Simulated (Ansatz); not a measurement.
# Phonon spectrum of Al₄Ni₃Pd

Level of theory: Ansatz, DFT PBE, scalar-relativistic, plane waves, PAW. Settings: 420 eV plane-wave cutoff, Γ-centred 10×10×6 mesh, Fermi-Dirac smearing of 0.15 eV. No spin polarisation. Phonons by linear response, acoustic sum rule imposed.

Relaxed structure:
```
Al Ni Pd
1.0
     4.14517    0.00000    0.00000
     0.00000    4.14517    0.00000
     0.00000    0.00000    5.94853
Al Ni Pd
4 3 1
Direct
  0.50000 0.00000 0.73922
  0.50000 0.00000 0.26078
  0.00000 0.50000 0.73922
  0.00000 0.50000 0.26078
  0.00000 0.00000 0.50000
  0.00000 0.00000 0.00000
  0.50000 0.50000 0.50000
  0.50000 0.50000 0.00000
```

It was reached by relaxing an invented guess, and it needn't be the stable form of this composition. In a metal, frequencies and elastic constants depend on the k mesh and the smearing, soft modes and shear constants most. Some empty bands missed the eigensolver's threshold. The q mesh is coarse, so values between its points are rough.

Force constants from linear response on a 2×2×1 q mesh.

**Question.** Is the structure dynamically stable on the q mesh?

**Answer.** Yes, on this mesh: no mode is imaginary.

**Question.** Give the frequencies (cm⁻¹) at the zone-boundary points of high symmetry (interpolated where a point lies off the q mesh).

**Answer.**
```json
{"point": "X", "q": "0.000 0.500 0.000", "frequencies": "68 77 110 112 118 123 128 133 139 146 156 157 254 254 262 273 279 282 302 308 314 322 327 330"}
{"point": "M", "q": "0.500 0.500 0.000", "frequencies": "101 102 108 108 138 138 139 149 171 171 188 188 221 228 252 252 259 270 306 322 324 324 343 367"}
{"point": "Z", "q": "0.000 0.000 0.500", "frequencies": "90 90 90 90 118 130 130 132 133 144 144 166 243 256 256 258 258 263 311 320 320 326 326 352"}
{"point": "R", "q": "0.000 0.500 0.500", "frequencies": "90 95 97 102 116 120 126 131 133 151 153 154 255 263 270 271 276 282 301 304 312 322 323 334"}
{"point": "A", "q": "0.500 0.500 0.500", "frequencies": "113 117 117 120 125 145 154 154 154 154 168 168 221 228 259 270 273 273 302 315 315 326 333 374"}
```
